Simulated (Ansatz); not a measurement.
Nb (hcp (Mg type), P6_3/mmc) at seven volumes, DFT-LDA in the program Ansatz with PAW potentials, shape and atoms relaxed at each. One row is withheld.

```tsv
V (Å³/atom)	P (GPa)
16.047	20.40
16.576	12.59
17.105	?
17.634	-0.01
18.163	-5.04
18.692	-9.41
19.221	-13.19
```

Fit the shown pressures and predict the withheld one.

Third-order Birch–Murnaghan: P = (3/2)B₀(x^(7/2) − x^(5/2))[1 + (3/4)(B′ − 4)(x − 1)] with x = (V₀/V)^(2/3). Least squares on the six rows gives V₀ = 17.634 Å³/atom, B₀ = 180.6 GPa, B′ = 3.84. At V = 17.105, x = 1.0205 and P = 5.83 GPa. The run itself gave 5.83 GPa.

The first step of the workflow began from a Materials Project structure, measured or hypothetical; the Crystallography Open Database copy checked does not list it. It is not the phase usual at ambient conditions (space group No. 229). Symmetry was held in the LDA relaxation. At this level the phase is dynamically unstable (imaginary phonons). The run is not spin-polarised.

Potentials: the later of the program's two PAW sets.
